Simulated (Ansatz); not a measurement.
Contact densities of Y against volume

```
Y
1.0
     0.00000    2.48500    2.48500
     2.48500    0.00000    2.48500
     2.48500    2.48500    0.00000
Y
1
Direct
  0.00000 0.00000 0.00000
```

The cell is COD entry 1534898, as deposited and not checked against the literature; nothing was relaxed.

Level of theory: Ansatz 0.2.0, DFT, LDA, all-electron PAW with datasets made for the crystal, scalar-relativistic.

Numerical set-up: a Γ-centred 13×13×13 k mesh, Fermi–Dirac smearing of 0.05 eV, cutoff 220 eV (chosen by the program for this cell), no spin polarisation.

The contact density is the mean electron density over the nuclear volume; its changes follow the s electrons' response to bonding and compression. Changes below are taken from the unscaled cell, where it is 442009 e/Å³ at Y.

Volumes at which the program chose other datasets or cutoffs are left out.

The datasets are made afresh for each cell, so very small changes are uncertain.

Q: Does compression raise or lower the contact density at Y?

A: It raises it, by 1.46 e/Å³ over the whole range.

Q: Tabulate the changes with volume.

A: 
```csv
V/V(cell),P (GPa),Δρ(0) Y (e/Å³)
0.9400,1.0,1.46
0.9600,0.0,0.96
0.9800,-0.9,0.47
0.9900,-1.3,0.23
1.0000,-1.7,0.00
```
